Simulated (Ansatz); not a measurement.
Data:

Starting cell, Se (trigonal-Se type, space group P3_121):

```yaml
crystal:
  lattice:
    - [9.05880, 0.00000, 0.00000]
    - [-2.26470, 3.92257, 0.00000]
    - [0.00000, 0.00000, 5.04244]
  atoms:
    - { symbol: Se, position: [0.10920, 0.00000, 0.83333] }
    - { symbol: Se, position: [0.60920, 0.00000, 0.83333] }
    - { symbol: Se, position: [0.00000, 0.21841, 0.16667] }
    - { symbol: Se, position: [0.50000, 0.21841, 0.16667] }
    - { symbol: Se, position: [0.39080, 0.78159, 0.50000] }
    - { symbol: Se, position: [0.89080, 0.78159, 0.50000] }
```

Scan: atom 1 (Se, nearest neighbour Se at 2.400 Å; its periodic images, 4.5 Å or more away, move with it) is displaced along Cartesian [110], direction (0.707, 0.707, 0.000) in Cartesian axes, by s. The other atoms stay.

Calculation: PBE (plane waves to 420 eV, PAW, scalar-relativistic; Ansatz, a first-principles code). k mesh 7×7×5 (Γ-centred), Fermi-Dirac smearing 0.05 eV. The energy includes the smearing's −TS. As the smearing reaches across the gap at some points, energies and forces of such displacements shift with the k mesh and the smearing. Se was relaxed with its symmetry unable to fall. The PAW data are Ansatz's earlier set. The zero of ΔE is the undisplaced structure.

The scan covers s from -0.720 to 0.720 Å in 11 points.

Task: Is the energy the same for displacements of ±0.720 Å, and if not, which side lies higher?

Result: Not even: the negative side lies higher at ±0.720 Å. With its periodic images moving along, the atom's site symmetry in this cell is 1.

Task: What is the energy change at s = 0.720 Å?

Result: 958 meV/cell.

Task: What force acts on the atom along the line at s = -0.720 Å?

Result: 4.96 eV/Å.

Task: What is the force constant k = d²E/ds² of this move at s = 0?

Result: 5.25 eV/Å².

(A displaced cell: forces are minus the slopes of the energy, force constants its curvatures, and phonons follow from these.)
